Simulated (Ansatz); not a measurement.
ZrH, DFT, PBEsol, all-electron LAPW, scalar-relativistic (Ansatz 0.2.0), run on 1 thread of Intel(R) Xeon(R) 6975P-C (Granite Rapids) on a shared host.

The cell comes from COD entry 1540981, which wasn't checked; take it as a given geometry. The listed cell was then made from it by scaling, straining or moving an atom.

Command: `ansatz run input.yaml --threads 1 --pin off --max-ram 4096MiB --backend cpu --events-out ev --progress --plain --runs-dir out`

```yaml
crystal:
  lattice:
    - [3.2427916985, 0.032427917, 0.032427917]
    - [0.032427917, 3.2427916985, 0.032427917]
    - [0.04948, 0.04948, 4.948]
  atoms:
    - { symbol: Zr, position: [0.0, 0.5, 0.0] }
    - { symbol: Zr, position: [0.5, 0.0, 0.5] }
    - { symbol: H, position: [0.0, 0.0, 0.75] }
    - { symbol: H, position: [0.0, 0.0, 0.25] }
kpoints:
  mp_grid: { grid: [9, 9, 6] }
  band_path:
    path:
      - [0.0, 0.0, 0.0]
      - [0.4903402538, -0.4903402538, 0.0]
      - [-0.4903402538, -0.5096597462, 0.0]
      - [-0.5, -0.5, 0.0]
      - [0.0, 0.0, 0.0]
      - [-0.5, -0.5, -0.5]
      - [-0.484009505, -0.515990495, -0.5]
      - [0.484009505, -0.484009505, -0.5]
      - [0.0, 0.0, -0.5]
    npoints: 5
scf:
  occupations: { method: fermi_dirac, width: 0.02 }
hamiltonian:
  xc: pbesol
  pseudopotentials: { kind: all_electron, lapw: { basis_error: 0.0005 } }
output:
  forces: true
  stress: true
  eigenvalues: true
```

Problem. How large is the problem that the program sets up?

Solution. 140 irreducible k-points, 543 plane waves at Γ, 38 bands.

Problem. Estimate the wall time and the peak memory.

Solution. 36 s of wall time for 9 SCF iterations, with a peak of 0.7 GiB. Times on shared machines scatter by tens of per cent.
